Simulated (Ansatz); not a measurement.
Lu:
```yaml
crystal:
  lattice:
    - [3.49691, 0.00000, 0.00000]
    - [-1.74846, 3.02841, 0.00000]
    - [0.00000, 0.00000, 5.44120]
  atoms:
    - { symbol: Lu, position: [0.33333, 0.66667, 0.75000] }
    - { symbol: Lu, position: [0.66667, 0.33333, 0.25000] }
```

Relaxed with r²SCAN+D4. Special points in fractions of this cell's reciprocal vectors: Γ (0.000, 0.000, 0.000); M (0.500, 0.000, 0.000); K (0.333, 0.333, 0.000); A (0.000, 0.000, 0.500); L (0.500, 0.000, 0.500); H (0.333, 0.333, 0.500).

### Question
List the band energies nearest the Fermi level at these points for the program Ansatz at the r²SCAN+D4 level (PAW).

### Answer
In eV from the Fermi level; about four levels below and three above (degenerate sets whole), none deeper than 8.9 eV; points with the same levels are listed once.

```csv
k,below,above
Γ,-4.87 -4.87 -4.85 -4.85 -2.41,0.60 2.45 2.45
M,-2.39 -1.44 -0.84 -0.44,1.77 2.10 2.66
K,-1.04 -1.04 -0.73 -0.64,1.46 1.46 3.00
A,-4.85 -4.85 -4.54 -4.54,1.38 1.38 2.36 2.36 2.36 2.36
L,-4.88 -4.88 -4.87 -4.87 -2.13 -2.13,0.10 0.10 1.48 1.48
H,-0.51 -0.51 -0.47 -0.47,0.34 0.34 3.76 3.76
```

Space group P6_3/mmc (hcp (Mg type)). The r²SCAN+D4 relaxation kept the symmetry of its start. The pairwise dispersion correction was not fitted to metals. Spin–orbit coupling is left out wherever it is not named.

Potentials: the later of the program's two PAW sets.
